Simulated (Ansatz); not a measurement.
A relaxed structure of Al$_{2}$O$_{3}$. Space group Ia-3 (No. 206), bixbyite type. Method: PBEsol (plane waves to 420 eV, PAW, scalar-relativistic; Ansatz, a program for electronic structure).

```xyz
40
Lattice="-4.4549 4.4549 4.4549 4.4549 -4.4549 4.4549 4.4549 4.4549 -4.4549" Properties=species:S:1:pos:R:3 pbc="T T T"
Al     2.2274     2.2274     2.2274
Al    -2.2274     2.2274     2.2274
Al     2.2274     2.2274    -2.2274
Al     2.2274    -2.2274     2.2274
Al     4.1180     0.0000     2.2274
Al     0.3369     0.0000     6.6823
Al     2.2274     4.1180     0.0000
Al     6.6823     0.3369     0.0000
Al     0.0000     2.2274     4.1180
Al     0.0000     6.6823     0.3369
Al     0.3369     4.4549     2.2274
Al     4.1180     4.4549    -2.2274
Al     2.2274     0.3369     4.4549
Al    -2.2274     4.1180     4.4549
Al     4.4549     2.2274     0.3369
Al     4.4549    -2.2274     4.1180
O      3.4682     1.4220     3.4385
O      5.4415     3.0329     3.4385
O      0.9866     1.4220     5.4712
O     -0.9866     3.0329     5.4712
O      3.4385     3.4682     1.4220
O      3.4385     5.4415     3.0329
O      5.4712     0.9866     1.4220
O      5.4712    -0.9866     3.0329
O      1.4220     3.4385     3.4682
O      3.0329     3.4385     5.4415
O      1.4220     5.4712     0.9866
O      3.0329     5.4712    -0.9866
O      0.9866     3.0329     1.0164
O     -0.9866     1.4220     1.0164
O      3.4682     3.0329    -1.0164
O      5.4415     1.4220    -1.0164
O      1.0164     0.9866     3.0329
O      1.0164    -0.9866     1.4220
O     -1.0164     3.4682     3.0329
O     -1.0164     5.4415     1.4220
O      3.0329     1.0164     0.9866
O      1.4220     1.0164    -0.9866
O      3.0329    -1.0164     3.4682
O      1.4220    -1.0164     5.4415
```

Q: Give the band gap at the level PBEsol.

A: 5.32 eV, direct within 0.03 eV (at Γ) (no spin-orbit coupling).

Q: What smallest direct gap does PBEsol give?

A: 5.35 eV at Γ.

No spin polarisation in the result.

The run could not lose the symmetry of its start.

The first start was generated by placing the elements on the sites of a structure type. Materials Project lists a structure of Al2O3 in the same space group, Ia-3 (No. 206); the sites were not compared with it, nor with measured phases. Known forms of Al2O3 include space group No. 167.
